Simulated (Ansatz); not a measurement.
Data:

CdAu (CsCl type, space group No. 221), a = b = c = 3.3522 Å, α = β = γ = 90.00°.

This is the r²SCAN-relaxed structure.

### Question
All from DFT-r²SCAN in the program Ansatz with PAW potentials, unless another level is named. Estimate the density of states at the Fermi level.

### Answer
0.25 states/eV per atom (mean over ±0.08 eV).

### Question
What about the formation energy from the elements (no fitted shifts)?

### Answer
-20 kJ/mol of atoms.

### Question
And the gap with spin–orbit coupling?

### Answer
none (metallic).

Space group Pm-3m (CsCl type). The workflow started from an entry of the Crystallography Open Database (COD), which files this formula under 4 space groups. Its standing as an ambient phase is unchecked. Symmetry was held in the r²SCAN relaxation; whether a distortion lowers the energy is not shown. The references are the lowest solids computed at this level, not always the standard phases. Spin–orbit coupling is left out wherever it is not named.

Potentials: the later of the program's two PAW sets.
